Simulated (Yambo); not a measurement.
Given:

```
CELL_PARAMETERS angstrom
      0.00000     4.03552     4.03552
      4.03552     0.00000     4.03552
      4.03552     4.03552     0.00000
ATOMIC_POSITIONS crystal
  O  0.75897 0.75897 0.24103
  O  0.24103 0.24103 0.75897
  O  0.24103 0.75897 0.75897
  O  0.75897 0.24103 0.24103
  O  0.75897 0.24103 0.75897
  O  0.24103 0.75897 0.24103
  Zn 0.50000 0.50000 0.50000
  Sr 0.75000 0.75000 0.75000
  Sr 0.25000 0.25000 0.25000
  W  0.00000 0.00000 0.00000
```

Workflow: PBEsol (Quantum ESPRESSO, PseudoDojo norm-conserving, 84 Ry, no spin-orbit coupling), then G0W0 in Yambo (2×2×2 Γ-centred k mesh, bands 6 to 211 and a 7 Ry block in the screening, 211 bands in G with the Bruneval-Gonze terminator, plasmon pole fitted at 27.2 eV).

### Question
Give the PBEsol and G0W0 gaps between the band edges found on this mesh, and say where the edges lie.

### Answer
Edges: L → X. PBEsol: 2.86 eV; G0W0: 4.80 eV. Among the k points computed, the smallest G0W0 gap is 4.59 eV, Γ → X. Nearest settings tried, and what they do to the gap: 144 bands in W, 144 bands in G: +105 meV; 6 Ry block (259 vectors against 307): -2 meV. Not varied: mesh. So the settings aren't converged at that level. Oxides, nitrides and fluorides with a shallow 3d shell are known to need far more bands and larger blocks. The k mesh is coarse. Without spin-orbit coupling, band edges of such heavy elements can be off by tenths of an eV.

Geometry of the Materials Project entry, not relaxed at this level.
